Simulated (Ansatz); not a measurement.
Starting cell, LiCl (rock salt):

```
LiCl
1.0
    0.00000     2.57520     2.57520
    2.57520     0.00000     2.57520
    2.57520     2.57520     0.00000
Cl Li
1 1
Cartesian
  0.00000   0.00000   0.00000
  2.57520   2.57520   2.57520
```

In each cell atom 1 (Cl, nearest neighbour Li at 2.575 Å; its periodic images, 3.6 Å or more away, move with it) moves by s·(0.000, 0.000, 1.000) (along Cartesian z), the rest being held.

Method: PBE (plane waves to 420 eV, PAW, scalar-relativistic; Ansatz, a program for electronic structure). k mesh 9×9×9 (Γ-centred), Fermi-Dirac smearing 0.05 eV. Energies are smeared free energies. LiCl was relaxed with its symmetry unable to fall. ΔE is measured from the undisplaced structure.

Successive frames, forces in eV/Å:

```json
[
 {"frame": "s = -0.416 Å", "ΔE (eV/cell)": "0.1019", "F on Cl1": "(0.000, 0.000, 0.747)", "F on Li2": "(0.000, 0.000, -0.747)"},
 {"frame": "s = -0.312 Å", "ΔE (eV/cell)": "0.0445", "F on Cl1": "(0.000, 0.000, 0.388)", "F on Li2": "(0.000, 0.000, -0.388)"},
 {"frame": "s = -0.208 Å", "ΔE (eV/cell)": "0.0159", "F on Cl1": "(0.000, 0.000, 0.182)", "F on Li2": "(0.000, 0.000, -0.182)"}
]
```

Question: What are the energy and the forces in the next frame, s = -0.104 Å?

Answer: ΔE (eV/cell) = 0.0034.

```csv
atom,Fx,Fy,Fz
Cl1,0.000,0.000,0.069
Li2,0.000,0.000,-0.069
```

(A displaced cell: forces are minus the slopes of the energy, force constants its curvatures, and phonons follow from these.)
